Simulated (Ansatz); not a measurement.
Input:

Pt (fcc, Cu type)

```
Pt
1.0
    0.00000     3.94026     3.94026
    1.97013     0.00000     1.97013
    1.97013     1.97013     0.00000
Pt
2
Cartesian
  0.00000   0.00000   0.00000
  1.97013   3.94026   1.97013
```

A phonon eigenvector at L = (0.5, 0.0, 0.0) is frozen into this cell: atom i moves by Q times the vector below, so Q is the largest atomic displacement, in Å. The cell is held. It is one choice among 2 degenerate patterns. (q is in reciprocal vectors of the primitive cell; the cell shown is doubled to hold the pattern.)

```csv
atom,x,y,z
Pt1,-0.285,0.520,-0.805
Pt2,0.285,-0.520,0.805
```

Calculation: r2SCAN (plane waves to 500 eV, PAW, scalar-relativistic; Ansatz, a first-principles code). k mesh 10×20×20 (Γ-centred), Fermi-Dirac smearing 0.05 eV. Energies are smeared free energies. With partly filled bands, energies and forces of such displacements shift with the k mesh and the smearing. Pt is run without spin polarisation. Pt was relaxed with its symmetry unable to fall. Spin-orbit coupling is left out, though Pt is heavy. The zero of ΔE is the undisplaced structure.

The scan covers Q from -0.280 to 0.280 Å in 13 points.

Is this a single well or a double well?

A single well with its minimum at or next to zero displacement.

Which space group does the distorted structure have?

P-1 (No. 2), lowered from Fm-3m.

What is the energy change at Q = 0.280 Å?

294 meV/cell.

What harmonic wavenumber does the curvature at Q = 0 give?

94 cm⁻¹.

(A displaced cell: forces are minus the slopes of the energy, force constants its curvatures, and phonons follow from these.)
